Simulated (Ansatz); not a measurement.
**Li (bcc)**

Computed with Ansatz (plane waves, PAW, 420 eV cutoff): PBEsol, scalar-relativistic, no spin polarisation, Γ-centred 16×16×16 mesh, 0.05 eV Gaussian smearing; PAW files: Ansatz's generated set soft_2.

```
Li
1.0
    -1.71772    1.71772    1.71772
     1.71772   -1.71772    1.71772
     1.71772    1.71772   -1.71772
Li
1
Direct
  0.00000 0.00000 0.00000
```

Cell and atoms are those of this level's equilibrium.

```yaml
Space_group: Im-3m (No. 229)
Volume: 20.27 Å³/atom
```

(1) Fill in the band gap (PBEsol).

Answer:

(1) zero (metallic).

The calculation's cell holds 3 valence electrons, an odd number. Without magnetic order each band takes two, so one stays part-filled and the crystal must be a metal.

**What was measured.** A measured cell of cubic Li (space group Im-3m) at 293 K, from the Crystallography Open Database (1963), has a = 3.509 Å and 21.61 Å³/atom.

**Against experiment.** PBEsol gives 3.435 Å and 20.27 Å³/atom, −6.2 % in volume (−2.1 % in length) from the database's cell. That is a large miss for PBEsol, or the entry is off.
